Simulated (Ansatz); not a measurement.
Level of theory: Ansatz 0.2.0, DFT PBE, scalar-relativistic, plane waves, PAW. Cutoff 420 eV, Γ-centred meshes of about 0.25 Å⁻¹ or finer for metals and 0.3 Å⁻¹ for insulators (2π included), Gaussian smearing. No spin polarisation.

Temperature and zero-point effects are left out.

Two relaxed structures of Bi2TeO4:

A.

```xyz
7
Lattice="-2.1304 2.1304 6.2683 2.1304 -2.1304 6.2683 2.1304 2.1304 -6.2683" Properties=species:S:1:pos:R:3 pbc="T T T"
Bi    0.0000    0.0000    4.2327
Bi    0.0000    0.0000    8.3040
Te    0.0000    0.0000    0.0000
O     0.0000    2.1304    0.0000
O     2.1304    0.0000    0.0000
O     0.0000    2.1304    3.1342
O     2.1304    0.0000    3.1342
```

B.

```xyz
7
Lattice="-3.3187 3.3187 3.4076 3.3187 -3.3187 3.4076 3.3187 3.3187 -3.4076" Properties=species:S:1:pos:R:3 pbc="T T T"
Bi    0.0000    3.3187    2.1721
Bi    3.3187    0.0000    2.1721
Te    0.0000    0.0000    4.7000
O     2.0025    2.0025    2.0443
O     1.3162    1.3162    5.4519
O     1.3162   -1.3162    5.4519
O    -1.3162    1.3162    5.4519
```

Question: Which would you expect to be lower, and how large is the difference?

Answer: A is lower, by 36 meV/atom. A has space group I4/mmm (No. 139), 16.3 Å³/atom and no gap on its mesh; B has space group I4mm (No. 107), 21.4 Å³/atom and no gap. Counting O atoms around Bi and Te (those within 1.25 times the shortest such distance or 1.15 times the sum of covalent radii, 1.27 where that leaves under three; a plus sign parts nearer from farther groups), A has Bi 4+4, Te 4 and B has Bi 4, Te 4. In A, Bi has 4 O at 2.40 Å and 4 O at 2.95 Å; around Te lie 4 O at 2.13 Å; O on a site of symmetry mmm has 2 Te at 2.13 Å and 4 Bi at 2.95 Å; 1 more site not described. In B, Bi is surrounded by 4 O at 2.40 Å; Te is surrounded by 4 O at 2.01 Å; around O lie 1 Te at 2.01 Å, 2 Bi at 2.40 Å and 2 O at 2.63 Å. Both come from trial cells of a structure search, whose lowest cell (Fmm2, 18.1 Å³/atom) lies 59 meV/atom below the lower of the two.

No dispersion correction is applied, so the spacing and binding between layers, chains or molecules are poorly described (I4/mmm), and this can change margins and order among such cells. Spin–orbit coupling, which can matter for Bi and Te, is left out. The zero gap of I4/mmm may come from the functional, which often closes small gaps, or the cell may be a true semimetal. With atoms moved at random, A (by 59 meV/atom) fell into a lower structure. B had no clear such test and can be a saddle point. Some candidate types were left out of the draw beforehand, so a known form may be missing.
